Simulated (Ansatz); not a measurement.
ReS (zincblende structure)

Computed with Ansatz (plane waves, PAW, 420 eV cutoff): PBE, scalar-relativistic, collinear spin, 12×12×12 k-mesh, Gaussian smearing of 0.05 eV; PAW files: Ansatz's generated set soft_2.

```
CELL_PARAMETERS angstrom
0.00000 2.61833 2.61833
2.61833 0.00000 2.61833
2.61833 2.61833 0.00000
ATOMIC_POSITIONS crystal
Re 0.00000 0.00000 0.00000
S 0.25000 0.25000 0.25000
```

The cell came from substitution into a structure type; whether the compound takes it is for experiment to say.

Magnetic state: non-magnetic, site spin moments none.

The cell is relaxed to zero pressure at this level.

The cell has space group F-43m (read at 0.01 Å). In it the stress is 0.00, 0.00, 0.00, 0.00, 0.00, 0.00 GPa and the largest force component 0.000 eV/Å. Each change below starts from this cell, without further relaxation. Stress is in GPa, positive in compression, in the order xx, yy, zz, yz, xz, xy; energies are counted from the cell above and are free energies with the smearing's entropy, which match forces and stress in a metal.

Question: What happens when atom 1 (Re) is moved by 0.02 Å along y?

Answer: The energy changes by 3.1 meV per cell, and the force on it along the shift is -0.309 eV/Å (−F/u = 15.45 eV/Å²). Stress: 0.02, 0.07, 0.02, 0.00, 1.68, 0.00.
```tsv
atom	Fx (eV/Å)	Fy	Fz
Re1	0.000	-0.309	0.000
S2	0.000	0.309	0.000
```
In a harmonic crystal the energy would rise by −½F·u = ½ × 15.45 × 0.02² eV = 3.1 meV, which matches.

Question: What happens when atom 2 (S) is moved by 0.12 Å along y?

Answer: The energy changes by 115.6 meV per cell, and the force on it along the shift is -1.900 eV/Å (−F/u = 15.83 eV/Å²). Stress: 1.38, 1.38, 1.38, 0.00, -10.26, 0.00.
```
atom  Fx (eV/Å)      Fy     Fz
 Re1      0.000   1.900  0.000
  S2      0.000  -1.900  0.000
```
In a harmonic crystal the energy would rise by −½F·u = ½ × 15.83 × 0.12² eV = 114.0 meV, which matches.

Question: A single strain component, atoms carried along, gave the stress -2.46, -3.90, -3.90, 0.00, 0.00, 0.00. Which component, and about how large?

Answer: An engineering strain of 2 % in xx; the energy changes by 5.5 meV per cell.

Question: A single strain component, atoms carried along, gave the stress 0.15, 0.06, 0.06, -2.47, 0.00, 0.00. Which component, and about how large?

Answer: An engineering strain of 2 % in yz; the energy changes by 5.5 meV per cell.

Question: All atoms and the cell are disturbed at random:
```xyz
2
Lattice="-0.0025 2.6044 2.6202 2.5934 -0.0147 2.6324 2.5904 2.6136 -0.0117" Properties=species:S:1:pos:R:3 pbc="T T T"
Re   -0.0083   -0.0653   -0.0616
S     1.3036    1.3661    1.3718
```
Give the energy change, the stress and the forces.

Answer: 259.1 meV per cell; stress 3.77, 3.75, 4.26, 3.08, -11.31, -10.57 GPa.
```
atom  Fx (eV/Å)      Fy      Fz
 Re1     -0.821   2.183   1.979
  S2      0.821  -2.183  -1.979
```

Question: All atoms and the cell are disturbed at random:
```
CELL_PARAMETERS angstrom
0.00577 2.61341 2.60945
2.58217 0.03608 2.57914
2.62675 2.62767 -0.00850
ATOMIC_POSITIONS crystal
Re 0.00750 0.00910 0.98891
S 0.24250 0.24090 0.26109
```
Give the energy change, the stress and the forces.

Answer: 48.7 meV per cell; stress 3.74, 3.94, 4.30, -2.25, 0.05, 5.55 GPa.
```tsv
atom	Fx (eV/Å)	Fy	Fz
Re1	0.378	0.105	-1.090
S2	-0.378	-0.105	1.090
```

No spin–orbit coupling, a notable omission for heavy elements.
